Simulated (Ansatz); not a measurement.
**One run on MgSc (Pm-3m): field of 300 T on the spins**

Method: DFT, r2SCAN, PAW with Ansatz's default frozen-core files, scalar-relativistic in Ansatz.

Command: `ansatz run input.yaml --threads 1 --pin off --max-ram 3072MiB --backend cpu --events-out ev --progress --plain --runs-dir out`

```yaml
crystal:
  lattice:
    - [3.59645124, 0.0, 0.0]
    - [0.0, 3.59645124, 0.0]
    - [0.0, 0.0, 3.59645124]
  atoms:
    - { symbol: Mg, position: [0.0, 0.0, 0.0] }
    - { symbol: Sc, position: [0.5, 0.5, 0.5], spin: 0.05 }
magnetization:
  spin_polarized: true
  magnetic_field: 300
kpoints:
  mp_grid: { grid: [8, 8, 8] }
scf:
  occupations: { method: fermi_dirac, width: 0.05 }
  convergence: { dr2_threshold: 1.0e-10 }
  lower_state_search: "off"
hamiltonian:
  xc: r2scan
  pseudopotentials: { kind: paw }
output:
  forces: true
  stress: true
  eigenvalues: true
```

The program prints:

```
Engine: ansatz 0.2.0
Pseudopotentials: kind: paw
Pseudopotential: Mg, paw, valence charge 10, recommended cutoff 500 eV (meta_gga), Mg.paw.azcp
Pseudopotential: Sc, paw, valence charge 11, recommended cutoff 500 eV (meta_gga), Sc.paw.azcp
Functional definition: r2SCAN
  parameter k0 = 0.174
  parameter k1 = 0.065
  parameter a1 = 4.9479
  exchange = r2scan_x(k0 = k0, k1 = k1, a1 = a1)
  correlation = r2scan_c
Crystal: 2 atoms, lattice volume = 46.518 Å³
Basis set: ecut = 500 eV, 1189 PW (Γ), exchange–correlation on 108×108×108 points (64 copies of the dense FFT grid, shifted against one another)
Bands: 15, of which v1, the nominal top of the filled ones, is band 11 counted from 1 (10 counted from 0)
Symmetry: 48 space group operations
Space group: Pm-3m (ITA 221), of the structure as read, at distance tolerance 3.6e-5 Å
Magnetic group: BNS 221.92 (UNI 1594), of the structure as read, at distance tolerance 3.6e-5 Å
k-points: 35 of 512
Non-local potential: Mg, projectors of the file, l = 0: 3, l = 1: 2, l = 2: 1
Non-local potential: Sc, projectors of the file, l = 0: 3, l = 1: 2, l = 2: 3, l = 3: 1
PAW form: soft (Blöchl's): semilocal exchange-correlation on the pseudo side does not see the compensation charge
PAW frozen core: Mg, regenerated for the run's functional (the file was generated under x = pbe(κ = 0.804, μ = 0.2195149727645171), c = pbe(β = 0.06672455060314922))
PAW frozen core: Sc, regenerated for the run's functional (the file was generated under x = pbe(κ = 0.804, μ = 0.2195149727645171), c = pbe(β = 0.06672455060314922))
PAW one-centre angular grid: Mg, 302 points (default); XC on 224 Gauss nodes
PAW one-centre angular grid: Sc, 590 points (default); XC on 160 Gauss nodes
Initial density: superposition of atomic densities (chi_scale 0.1, normalization cell)
Starting moments: Σ|m| = 0.05 μB on 1 of 2 sites
Magnetic field: 300 T along the axis of the moments, on the spin alone (17.3651 meV per μB along it)
Initial wavefunctions: pseudopotential atomic-orbital guess
Functional: x = r2scan, c = r2scan; τ floored in thin density (d = 2e-4 eV/Å³)
iter 1 solved again at ethr=1.93e-3 eV; its pass at ethr=3.10e-3 eV (dr2=4.04e-1 eV) is discarded
SCF iter   1: F=-4066.933666 eV  HF=-4067.096617 eV  |F-HF|=1.63e-1  |Δ(HF+E_count)|=         —  Δρ=1.33e-2 (↑1.33e-2 ↓1.17e-2)  dr2=4.04e-1  dr2_τ=1.02e-3  dr2_m=4.45e-4  M=0.054 μB ∫|m|=0.054 μB  β_m=0.30  ethr=1.93e-3  ⟨swp⟩=1.0  Hψ=6861  notcnv=0
preconditioner: auto → none  [metal: Δε(μ)=0.021 eV  Ē_g=4.319 eV  σ=0.050 eV  W_gap=0.10  n_scr=6 (ndim 8)  ℏωp=12.2 eV  f_vac=0.000  D(μ)=1.79/eV (n_scr^D=18)  sad-step TF]
[...]
SCF iter  24: F=-4067.104734 eV  HF=-4067.104734 eV  |F-HF|=3.41e-10  |Δ(HF+E_count)|=   1.54e-7  Δρ=7.37e-7 (↑5.04e-7 ↓7.37e-7)  dr2=9.20e-10  dr2_τ=4.51e-12  dr2_m=2.54e-11  M=0.270 μB ∫|m|=0.270 μB  β_m=1.20  ethr=3.85e-12  ⟨swp⟩=4.0  Hψ=2797  notcnv=0  κ⁻¹=6.3e-6(r=8)
SCF iter  25: F=-4067.104734 eV  HF=-4067.104734 eV  |F-HF|=1.71e-10  |Δ(HF+E_count)|=  8.63e-10  Δρ=8.35e-7 (↑6.53e-7 ↓8.35e-7)  dr2=1.18e-9  dr2_τ=6.99e-12  dr2_m=3.75e-11  M=0.270 μB ∫|m|=0.270 μB  β_m=1.20  ethr=3.85e-12  ⟨swp⟩=2.1  Hψ=1424  notcnv=0  κ⁻¹=1.4e-6(r=8)
SCF iter  26: F=-4067.104734 eV  HF=-4067.104734 eV  |F-HF|=1.61e-10  |Δ(HF+E_count)|=  4.96e-11  Δρ=1.76e-7 (↑5.14e-8 ↓1.76e-7)  dr2=1.28e-11  dr2_τ=2.63e-13  dr2_m=4.98e-12  M=0.270 μB ∫|m|=0.270 μB  β_m=1.20  ethr=1.00e-12  ⟨swp⟩=2.6  Hψ=3575  notcnv=0  κ⁻¹=7.7e-8(r=8)
SCF iter  27: F=-4067.104734 eV  HF=-4067.104734 eV  |F-HF|=2.36e-11  |Δ(HF+E_count)|=  8.50e-10  Δρ=2.17e-8 (↑1.68e-8 ↓2.17e-8)  dr2=3.22e-14  dr2_τ=7.87e-15  dr2_m=1.47e-13  M=0.270 μB ∫|m|=0.270 μB  ethr=1.00e-12  ⟨swp⟩=5.0  Hψ=3721  notcnv=0
SCF 1 converged in 27 iterations: F = -4067.104734 eV  dr2 = 3.22e-14
  greatest PAW one-centre occupation: 1.000 electrons in one spin orbital (limit 2), on the Mg atom at site 0 (counted from 0), in its partial waves of l = 0
this state was not tested for a lower state beside it, because the mixer in use, unlike msr1, does not test its closes by its own steps (another_mixer; see scf.mixing.algorithm and scf.lower_state_search)
SCF converged after 27 iterations
Magnetization: 0.2698 μB (10.6349 up, 10.3651 down)
Absolute magnetization: 0.2699 μB (∫|ρ↑−ρ↓|, with the PAW one-centre terms)
Spin contamination: 0.0049 ħ² per cell (⟨S²⟩ above its minimum at these occupations)
Per-site moments (μB) at R_I (Å): [(0.01006467836063688, 1.2847799816412184), (0.15757216803508395, 1.2847799816412184)]
Free energy (F): -4067.104734 eV
Harris-Foulkes:  -4067.104734 eV  (|F-HF|=2.36e-11)
Internal energy: -4067.085435 eV  (E = F + TS)
E sigma→0 (E₀):  -4067.095085 eV
Entropy (-TS):   -0.019299 eV (-9.649 meV/atom)
Fermi energy:    7.590836 eV
--- Per-component energies (eV) ---
  E_band       = -545.901722
  E_kinetic    = 334.092846
  E_local      = -2441.600104  (includes V_loc(G=0)·N_el)
  E_nonlocal   = 177.478968
  E_hartree    = 857.727998
  E_xc         = -126.444871
  E_vxc        = -179.651644  (∫ρ·V_xc dr)
  E_paw        = -1259.587551  (= ΣΔE_a)
  E_vpaw       = -163.466903  (= ΣTr[D̂ρ^β])
  E_aug_tail   = 0.000003  (compensation charges beyond the density's cutoff)
  E_vtau       = 11.793805  (kinetic-family band-sum trace: ∫τ·v_τ [+ j·A + Jᵃ·Aᵃ] dr)
  E_zeeman     = -0.004685  (= −μ_B·B·M)
  E_ewald      = -1608.483340
  E_core_change = -0.264700  (= ΣΔE_core)
  E_smearing   = -0.019299  (= −TS)
  E_closure    = 0.000000  (closes the sum)
  Σ components = -4067.104734   (vs F -4067.104734, Δ=0.00e0)
--- Forces (eV/Å), atoms counted from 1 ---
  atom   1  Mg    -0.00000000     0.00000000    -0.00000000
  atom   2  Sc     0.00000000    -0.00000000     0.00000000
  max |Σ_I F_I| component: 8.18e-29 eV/Å
--- Stress (GPa, compression-positive) ---
        0.140671      -0.000000      -0.000000
       -0.000000       0.140671       0.000000
       -0.000000       0.000000       0.140671
  P = ⅓ Tr σ = 0.1407 GPa (1.407 kbar)
--- Band table (eV; the first three rows and the last of 70) ---
  k-point 0 ↑: bands = ["-70.3210", "-44.5110", "-35.4200", "-35.4200", "-35.4200", "-22.0954", "-22.0954", "-22.0954", "1.1524", "7.3240", "7.3240", "10.1491", "10.1491", "10.1491", "13.0051"]
  k-point 1 ↑: bands = ["-70.3209", "-44.5101", "-35.4207", "-35.4200", "-35.4200", "-22.1085", "-22.0943", "-22.0943", "1.3618", "7.2333", "7.4070", "9.9050", "9.9050", "10.1684", "12.1049"]
  k-point 2 ↑: bands = ["-70.3209", "-44.5079", "-35.4223", "-35.4198", "-35.4198", "-22.1402", "-22.0918", "-22.0918", "1.9742", "6.7133", "7.6226", "9.4559", "9.4559", "10.2158", "11.1130"]
  k-point 34 ↓: bands = ["-70.2855", "-44.3027", "-35.3882", "-35.3882", "-35.3882", "-21.9654", "-21.9654", "-21.9654", "6.6421", "6.6421", "6.6421", "10.7316", "10.7316", "10.7316", "11.1042"]
```

Site moments (μB): Mg1 0.01, Sc2 0.16. Cell moment 0.27 μB.

The magnetic group in the log treats spin as a scalar label, without spin–orbit coupling.

The PAW files were made with PBE; the program remakes their cores once for the run's functional and then keeps them frozen. The Ansatz runs typed with the search for lower states off end where their start leads. r²SCAN is known to give itinerant transition metals moments and polarisation energies that are too large. These are results for the start and cell typed. The real compound can order otherwise, in a larger cell, or not at all, since semilocal functionals at zero temperature often overstate magnetism.

It took 26 s on 1 thread of Arm Neoverse V1 (shared host), peak memory 0.41 GiB.
